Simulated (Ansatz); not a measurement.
Rb₂CdI₄ in space group P2_1/m (No. 11; Pearson symbol mP14), LDA (plane waves, PAW; program Ansatz). The conduction-band minimum lies at Γ, with 1 equivalent valley. Second derivatives d²E/dk² of the lowest band at one valley (eV·Å²), along Cartesian directions:

```
direction  d²E/dk²
---------  -------
[100]        19.39
[010]        26.62
[001]        24.77
[110]        23.01
[101]        19.63
[011]        25.70
```

Q: Find the principal effective masses, the density-of-states mass and the conductivity mass.

A: Off-diagonal terms follow from H_xy = H[110] − (H_xx + H_yy)/2, and m*/mₑ = 7.620 eV·Å² over each eigenvalue: 0.29, 0.30, 0.41. One valley's DOS mass (m₁m₂m₃)^(1/3) = 0.33, conductivity mass 3/(Σ 1/mᵢ) = 0.32 mₑ.

Q: What effective density of states Nc follows at 300 K for parabolic valleys?

A: Nc = 2.509e19 × 1 × (0.33)^(3/2) ≈ 4.8e18 cm⁻³.

The workflow started from a Materials Project entry (that database holds measured and hypothetical structures alike); the Crystallography Open Database copy checked does not list it. Whether it is the stable phase at ambient conditions was not checked. The cell was relaxed with LDA under the symmetry of its start; its stability against distortions is not shown here. Scalar-relativistic: spin–orbit coupling is off unless named, which matters more the heavier the elements.

Potentials: the later of the program's two PAW sets.

Edges and masses are those of Kohn–Sham bands, whose gap is no quasiparticle gap.
